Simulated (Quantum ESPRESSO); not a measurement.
BaNaBiWO6, space group F-43m (No. 216):

```xyz
10
Lattice="0.0000 4.2826 4.2826 4.2826 0.0000 4.2826 4.2826 4.2826 0.0000" Properties=species:S:1:pos:R:3 pbc="T T T"
Na     6.4239     6.4239     6.4239
Ba     2.1413     2.1413     2.1413
Bi     0.0000     0.0000     0.0000
W      4.2826     4.2826     4.2826
O      2.3297     4.2826     4.2826
O      4.2826     6.2355     4.2826
O      6.2355     4.2826     4.2826
O      4.2826     2.3297     4.2826
O      4.2826     4.2826     6.2355
O      4.2826     4.2826     2.3297
```
Geometry: a computed entry of the Materials Project; it was not checked against measured cells. It is BaNaBiWO6 in F-43m; whether this form has been observed was not checked. Stability against distortions was not tested. Forces on the atoms reach 0.52 eV/Å at this level. The run has no spin polarisation.

| site | Wyckoff letter | site symmetry |
|---|---|---|
| Na | c | -43m |
| Ba | d | -43m |
| Bi | a | -43m |
| W | b | -43m |
| O | f | 2mm |

Cores are frozen. Against all-electron runs on small test molecules, this scheme's |Vzz| missed by −2 to +6 % on O.

Q: Where does symmetry force the field gradient to vanish or to be axial, and what does a PBE PAW density (pw.x of a modified build of Quantum ESPRESSO, JTH datasets) with the all-electron reconstruction of Petrilli and co-workers give?

A: 
| site | by symmetry | Vzz (a.u.) | η_Q |
|---|---|---|---|
| Na | vanishes (cubic site) | 0 | – |
| Ba | vanishes (cubic site) | 0 | – |
| Bi | vanishes (cubic site) | 0 | – |
| W | vanishes (cubic site) | 0 | – |
| O | η is free | 0.336 | 0.57 |
